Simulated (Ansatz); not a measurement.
Question: Each is relaxed and computed with PBEsol in the plane-wave PAW code Ansatz. Which is the only metal?
(A) Hf2SnC, P6_3/mmc (Hf on 4f, Sn on 2d, C on 2a)
(B) SnC, wurtzite
(C) ZnSnN2, R-3m (Zn on 3a, Sn on 3b, N on 6c)
(D) NaF, P6_3/mmc (Na on 2d, F on 2c)

Answer: A, Hf2SnC, P6_3/mmc (Hf on 4f, Sn on 2d, C on 2a). Hf2SnC: metal; SnC: gap 0.97 eV (direct); ZnSnN2: gap 0.68 eV (indirect); NaF: gap 5.57 eV (direct). Typed or built starts, not in the databases checked: SnC, wurtzite; ZnSnN2, R-3m (Zn on 3a, Sn on 3b, N on 6c); NaF, P6_3/mmc (Na on 2d, F on 2c). Not the usual ambient phase: NaF, P6_3/mmc (Na on 2d, F on 2c). Standing as an ambient phase not checked: Hf2SnC, P6_3/mmc (Hf on 4f, Sn on 2d, C on 2a). Unstable at this level: ZnSnN2, R-3m (Zn on 3a, Sn on 3b, N on 6c). All cells were relaxed under the symmetry of their starts (and spin orders); stability against distortions was not tested throughout. Rows with no word on spin ran without spin polarisation. Scalar-relativistic: spin–orbit coupling is off unless named, which matters more the heavier the elements.

Potentials: the later of the program's two PAW sets.
